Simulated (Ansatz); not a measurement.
# Computed properties of MgTe

MgTe:
```
MgTe
1.0
    4.50645     0.00000     0.00000
   -2.25322     3.90270     0.00000
    0.00000     0.00000    14.68908
Mg Te
4 4
Direct
  0.00000   0.00000   0.00056
  0.00000   0.00000   0.50056
  0.66667   0.33333   0.75014
  0.33333   0.66667   0.25014
  0.00000   0.00000   0.81268
  0.00000   0.00000   0.31268
  0.66667   0.33333   0.56225
  0.33333   0.66667   0.06225
```

Space group P6_3mc (No. 186); conventional cell a = 4.506 Å, b = 4.506 Å, c = 14.689 Å, α = 90.00°, β = 90.00°, γ = 120.00°.

Method: LDA (plane waves, PAW; program Ansatz). The cell and atoms are relaxed at this level. Other levels are named where they apply.

Cell and energy:

```yaml
volume_per_atom: 32.29 Å³
density: 3.91 g/cm³
Formation energy from the elements (no fitted shifts): -845 meV/atom
```

Electronic structure:

```yaml
band_gap: 2.40 eV (direct)
valence_band_maximum: at Γ
conduction_band_minimum: at Γ
electron_effective_mass: 0.16 mₑ (isotropic)
hole_effective_mass: 0.15 along z (mₑ)
```

Mechanics:

```yaml
Bulk modulus (Birch–Murnaghan fit): 38.7 GPa
Pressure derivative B′: 4.2
Elastic constants (relaxed ions, GPa): C11 = 56.1, C12 = 32.6, C13 = 27.5, C33 = 60.9, C44 = 10.4
mechanical_stability: stable (all eigenvalues of C positive)
hill_bulk_and_shear_moduli: 38.7 and 12.0 GPa
Young's modulus: 32.7 GPa
Poisson's ratio: 0.36
debye_temperature_from_the_elastic_constants: 185 K
Piezoelectric stress constants (proper, relaxed ions, C/m²): e15 = e24 = 0.10, e31 = e32 = 0.11, e33 = -0.22
```

Phonons:

```yaml
Highest zone-centre frequency (without LO–TO term): 282 cm⁻¹
zone_centre_stability: no imaginary mode at Γ
```

A made-up cell: these elements were put on the sites of a structure type; the Crystallography Open Database files this formula in space group No. 186, but the cells were not matched. Whether it is the stable phase at ambient conditions was not checked. The cell was relaxed with LDA under the symmetry of its start. Signs of piezoelectric constants follow the polarity of the cell as given. The references are the lowest solids computed at this level, not always the standard phases. Spin–orbit coupling is left out wherever it is not named.

Potentials: the later of the program's two PAW sets.
